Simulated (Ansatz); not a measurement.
From the elastic tensor of MgRh at 8 GPa (stress–strain coefficients) to moduli and sound speeds

Computed with DFT LDA, scalar-relativistic, plane waves, PAW in Ansatz 0.2.0. Settings: 420 eV plane-wave cutoff, Γ-centred 14×14×14 mesh, Fermi-Dirac smearing of 0.15 eV. No spin polarisation.

The structure is cubic, space group Pm-3m (No. 221). Conventional cell: a = 2.998 Å, b = 2.998 Å, c = 2.998 Å, α = 90.00°, β = 90.00°, γ = 90.00°. Mg (site symmetry m-3m) has 8 Rh at 2.60 Å as nearest neighbours. Rh (site symmetry m-3m) has 8 Mg at 2.60 Å as nearest neighbours.

In a metal, frequencies and elastic constants depend on the k mesh and the smearing, soft modes and shear constants most. Other phases may be more stable at this pressure.

Relaxed-ion constants (GPa, on the Cartesian axes of the calculation):
C11 = 241.1, C12 = 139.8, C13 = 139.8, C22 = 241.1, C23 = 139.8, C33 = 241.1, C44 = 101.1, C55 = 101.1, C66 = 101.1 GPa; the others vanish.

Density 7.840 g/cm³; 2 atoms in 26.94 Å³.

The values that follow are for a polycrystal of randomly turned grains, by Hill's mean where one number stands.

With S = C⁻¹: B_V = (C11+C22+C33+2(C12+C13+C23))/9, G_V = (C11+C22+C33−C12−C13−C23+3(C44+C55+C66))/15, 1/B_R = S11+S22+S33+2(S12+S13+S23), 15/G_R = 4(S11+S22+S33−S12−S13−S23)+3(S44+S55+S66); Hill is their mean. Then v_l = √((B+4G/3)/ρ), v_t = √(G/ρ), v_m = [(2/v_t³+1/v_l³)/3]^(−1/3) and Θ = (ħ/k_B)·v_m·(6π²n/V)^(1/3) for n atoms in the volume V; E = 9BG/(3B+G), ν = (3B−2G)/(2(3B+G)) and A^U = 5G_V/G_R + B_V/B_R − 6.

```
Bulk modulus, Voigt / Reuss / Hill          : 173.5 / 173.5 / 173.5 GPa
Shear modulus, Voigt / Reuss / Hill         : 81.0 / 72.3 / 76.6 GPa
Young's modulus                             : 200 GPa
Poisson ratio                               : 0.308
Pugh ratio B/G                              : 2.26
Universal anisotropy index                  : 0.60
Longitudinal and transverse sound speeds    : 5930 and 3127 m/s
Debye temperature from the mean sound speed : 437 K
```

Cost: 1 run of about 1.2 core-minutes, on Arm Neoverse V1 (shared hosts).